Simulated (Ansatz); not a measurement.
Computed properties of InP

InP:
```cif
data_In4P4
_chemical_formula_sum 'In4 P4'
_space_group_name_H-M_alt 'P42/mnm'
_space_group_IT_number 136
_space_group_name_Hall '-P 4n 2n'
_cell_length_a 7.27578
_cell_length_b 7.27578
_cell_length_c 4.21601
_cell_angle_alpha 90.000
_cell_angle_beta 90.000
_cell_angle_gamma 90.000
loop_
_atom_site_label
_atom_site_type_symbol
_atom_site_symmetry_multiplicity
_atom_site_Wyckoff_symbol
_atom_site_fract_x
_atom_site_fract_y
_atom_site_fract_z
_atom_site_occupancy
In1 In 4 g 0.17813 0.17813 0.50000 1
P1 P 4 f 0.31950 0.31950 0.00000 1
```

Space group P4_2/mnm (No. 136); conventional cell a = 7.2758 Å, b = 7.2758 Å, c = 4.2160 Å, α = 90.00°, β = 90.00°, γ = 90.00°.

Method: PBE in the plane-wave PAW code Ansatz. Structure relaxed to zero pressure with the same functional. Other levels are named where they apply.

**Cell and energy**

```yaml
volume_per_atom: 27.90 Å³
density: 4.34 g/cm³
Formation energy from the elements (no fitted shifts): -0.19 eV/atom
```

**Electronic structure**

```yaml
band_gap: 0.57 eV (smallest direct gap 0.58 eV)
valence_band_maximum: on the M–Γ line, 92 % of the way from M
conduction_band_minimum: at Γ
electron_effective_mass: 0.047, 0.051, 0.051 mₑ (principal values)
Electron effective mass with spin–orbit coupling: 0.047, 0.051, 0.051 mₑ (principal values)
hole_effective_mass: 0.20, 1.1, 1.6 mₑ (principal values)
Hole effective mass with spin–orbit coupling: 0.099, 0.099, 1.2 mₑ (principal values)
Gap with spin–orbit coupling: 0.55 eV
```

**Mechanics**

```yaml
Bulk modulus (Birch–Murnaghan fit): 54.1 GPa
Pressure derivative B′: 4.5
```

The start of the workflow was typed in or built on a structure type; neither database checked (COD, Materials Project) lists it. It is not the phase usual at ambient conditions (space group No. 216). The PBE relaxation kept the symmetry of its start; whether a distortion lowers the energy is not shown. The volume moved by 25 % from the start of the relaxation. The references are the lowest solids computed at this level, not always the standard phases. Spin–orbit coupling is left out wherever it is not named.

Potentials: the later of the program's two PAW sets.
